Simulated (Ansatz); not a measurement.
## Zr4B (P-3m1)

These are results of DFT PBE, scalar-relativistic, plane waves, PAW (Ansatz 0.2.0), not measurements.

Plane waves to 420 eV, a k mesh through Γ of 12×12×4 on the computed 5-atom cell and Gaussian smearing (0.10 eV); no spin polarisation.

The structure is relaxed at this level of theory with its symmetry kept, and needn't be the ground state of this composition.

Space group P-3m1 (No. 164), trigonal, a = 3.367 Å, c = 10.497 Å. Around Zr on its first site lie 3 B at 2.36 Å and 12 Zr at 3.31–3.37 Å; around Zr on its second site lie 3 Zr at 3.10 Å and 9 Zr at 3.33–3.37 Å; B has 6 Zr at 2.36 Å.

| Quantity | Value |
| --- | --- |
| Volume per atom | 139.1 bohr³ |
| Formation energy from the elements' standard states (uncorrected) | -0.144 eV/atom |
| Kohn–Sham band gap | none (metal) |
| Density of states at the Fermi level | 4.1 states/eV per cell |
| Orbital (Löwdin) character within 0.5 eV of the Fermi level | Zr 4d 81 %, B 2p 9 % |
| Bader charge by site (e) | Zr (2 in the cell) 1.11, Zr (2 in the cell) -0.17, B (1 in the cell) -1.89 |

The cell was found from a structure generator's guess, not taken from experiment. Löwdin shares on free-atom orbitals overweight diffuse shells.
